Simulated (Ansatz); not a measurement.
**SnSe (P4/nmm), stationary points along a deformation path**

All numbers below come from DFT r2SCAN, scalar-relativistic, plane waves, PAW (Ansatz 0.2.0). The runs took a 500 eV cutoff, a Γ-centred 8×8×4 mesh and Gaussian smearing (0.05 eV). No spin polarisation. Energies are free energies at this smearing, counted from the undisturbed cell; pressure is positive in compression.

The starting cell (relaxed at this level; this form isn't the usual structure):

```
Sn Se
1.0
     4.28609    0.00000    0.00000
     0.00000    4.28609    0.00000
     0.00000    0.00000   10.98985
Sn Se
2 2
Direct
  0.50000 0.00000 0.37139
  0.00000 0.50000 0.62861
  0.50000 0.00000 0.61509
  0.00000 0.50000 0.38491
```

The cell holds layers and no dispersion correction was added, so their binding is poorly described.

At fixed volume and fractional coordinates, lengths along (0.000, 0.000, 1.000) are scaled against those across it; ρ is that ratio over its starting value. V = 50.473 Å³/atom. Δσ is the stress along the axis less the mean stress across it (compression positive).

```csv
ρ,ΔE (meV/atom),Δσ (GPa),space group
0.850,175.0,11.10,P4/nmm
0.920,42.2,5.07,P4/nmm
1.000,0.0,-0.04,P4/nmm
1.100,45.3,-4.17,P4/nmm
1.200,144.8,-6.57,P4/nmm
```

Task: How does the stress give the slope of the energy, and where is the energy stationary?

Result: Along the path d ln(length) is 2/3 d ln ρ on the axis and −1/3 d ln ρ across it, so dE/d ln ρ = −(2/3) V Δσ: the energy falls with ρ where Δσ is positive. Δσ vanishes or changes sign between ρ = 0.920 and 1.000, a minimum (near 1.00 by linear interpolation). Pairs of stationary points between two samples would go unseen, and could change a minimum read from distant neighbours into a maximum.

Task: Integrate that slope from ρ = 1 to 0.850 by the trapezoid rule.

Result: With V/N in Å³ and 1 eV/Å³ = 160.2 GPa the slopes at ρ = 1.000, 0.920, 0.850 are 8, -1065, -2332 meV/atom per unit of ln ρ. The steps add 44.1 + 134.4 = 178.5 meV/atom, against 175.0 from the energies; the trapezoid rule misses the curvature of the slope within each step.

Forces appear on the atoms along this scan, and letting them relax would lower the energy and soften the response.

Cost: 5 runs of about 2.4 core-minutes in all, on Intel Xeon Platinum 8488C (Sapphire Rapids) (shared hosts).